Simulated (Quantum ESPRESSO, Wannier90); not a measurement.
Wannier functions of TaSe₂ (R-3m)

```
CELL_PARAMETERS angstrom
     -1.75440     3.03871     0.00000
     -3.50880     0.00000     0.00000
     -1.75440     1.01290     6.64566
ATOMIC_POSITIONS crystal
  Ta 0.00000 0.00000 0.00000
  Se 0.74837 0.74837 0.75489
  Se 0.25163 0.25163 0.24511
```

Cell from Materials Project (mp-567724), symmetrised, no further relaxation. COD (Crystallography Open Database) has the formula in 5 space groups, this one among them (matched by group alone). Method: PBEsol plane waves in Quantum ESPRESSO 7.5 (PseudoDojo norm-conserving files, 69 Ry, no spin polarisation, no spin-orbit coupling), Bloch states on a 8×8×8 mesh through Γ, Wannier90 4.0.1. Density: 10×10×10 mesh, cold smearing 0.01 Ry. The cell is built of weakly bound layers, chains or molecules, whose nearest atoms lie 3.95 Å apart. Database cells relaxed without dispersion often hold them too far apart, which can enlarge gaps and weakens couplings between them; spacing and stacking were not compared with the measured crystal. Spin-orbit coupling is left out although heavy elements are present.

Base run: 11 functions from bands 17-37 of the 37 computed, start hydrogen-like Ta: d; Se: p, centres 0.05 Å off the atoms, frozen window up to 1.50 eV relative to the Fermi level, outer window open. One setting was then changed (edges relative to the Fermi level; misfit to pw.x on a path, for states up to 1.0 eV relative to the Fermi level).

| run | Ω_I (Å²) | rms misfit (meV) | worst (meV) |
|---|---|---|---|
| base | 19.99 | 2.7 | 19 |
| changed | 19.74 | 5.8 | 74 |

Task: Which change was made?
A. frozen window to 1.00 eV
B. only the lowest 18 of the kept bands
C. frozen window to -0.50 eV
D. only the lowest 16 of the kept bands
E. frozen window to 0.50 eV

Result: A, frozen window to 1.00 eV. The others give:

| run | Ω_I (Å²) | rms misfit (meV) | worst (meV) |
|---|---|---|---|
| frozen window to -0.50 eV | 19.04 | 69 | 423 |
| frozen window to 0.50 eV | 19.33 | 33 | 280 |
| only the lowest 16 of the kept bands | 21.46 | 2.2 | 16 |
| only the lowest 18 of the kept bands | 20.68 | 2.5 | 19 |
